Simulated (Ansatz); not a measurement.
RbBr:
```yaml
crystal:
  lattice:
    - [0.00000, 3.33381, 3.33381]
    - [3.33381, 0.00000, 3.33381]
    - [3.33381, 3.33381, 0.00000]
  atoms:
    - { symbol: Rb, position: [0.00000, 0.00000, 0.00000] }
    - { symbol: Br, position: [0.50000, 0.50000, 0.50000] }
```

Relaxed with LDA. Special points in fractions of this cell's reciprocal vectors: Γ (0.000, 0.000, 0.000); X (0.500, 0.000, 0.500); U (0.625, 0.250, 0.625); K (0.375, 0.375, 0.750); L (0.500, 0.500, 0.500); W (0.500, 0.250, 0.750).

Problem. List the band energies nearest the valence-band maximum at these points for LDA (plane waves, PAW; program Ansatz).

Solution. In eV from the valence-band maximum; about four levels below and three above (degenerate sets whole), none deeper than 8.9 eV; points with the same levels are listed once.

| k | below | above |
|---|---|---|
| Γ | -8.27 -8.27 -8.27 0.00 0.00 0.00 | 4.16 7.05 7.05 7.05 |
| X | -8.38 -8.38 -0.51 -0.17 -0.17 | 5.20 7.12 9.23 |
| U | -8.32 -0.59 -0.45 -0.32 | 6.04 8.07 8.22 |
| L | -8.21 -1.21 -0.46 -0.46 | 6.67 7.69 9.51 9.51 |
| W | -8.25 -0.61 -0.38 -0.38 | 6.86 6.86 8.31 |

Space group Fm-3m (rock salt). The cell was relaxed with LDA under the symmetry of its start; phonons on a q-mesh show no instability. Scalar-relativistic: spin–orbit coupling is off unless named, which matters more the heavier the elements.

Potentials: the later of the program's two PAW sets.
